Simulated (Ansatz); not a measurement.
**Thermal properties of CoO from its phonons**

Computed with DFT PBE+U, scalar-relativistic, plane waves, PAW in Ansatz 0.2.0. Plane waves to 420 eV; Γ-centred k mesh 12×12×12; Gaussian smearing of 0.02 eV. U_eff = 3.32 eV on Co d. Collinear spin, site moments 2.6, 0.2 μB. Phonons by linear response, acoustic sum rule imposed.

The cell, relaxed at this level:
```
CELL_PARAMETERS angstrom
1.53691 0.88734 2.47343
-1.53691 0.88734 2.47343
0.00000 -1.77468 2.47343
ATOMIC_POSITIONS crystal
Co 0.00000 0.00000 0.00000
O 0.50000 0.50000 0.50000
```

The magnetic state is the one reached from the starting moments and may not be the lowest. The q mesh is coarse, so values between its points are rough.

Force constants from linear response on a 3×3×3 q mesh, interpolated to a fine mesh.

Question: What is the zero-point energy per atom?

Answer: 49.0 meV.

Question: How large are the vibrational entropy and heat capacity at 300 K?

Answer: S = 2.81 k_B and C_V = 2.59 k_B per atom, 86 % of the Dulong–Petit value.

Question: Tabulate them against temperature.

Answer:
```
T (K) F_vib (meV/atom) S (k_B/atom) C_V (k_B/atom)
  100              47.4          0.63            1.21
  200              36.7          1.83            2.21
  300              16.6          2.81            2.59
  400             -11.1          3.58            2.76
  500             -44.7          4.20            2.84
  600             -83.3          4.73            2.89
  700            -126.0          5.17            2.92
  800            -172.3          5.56            2.93
  900            -221.8          5.91            2.95
 1000            -274.1          6.22            2.96
```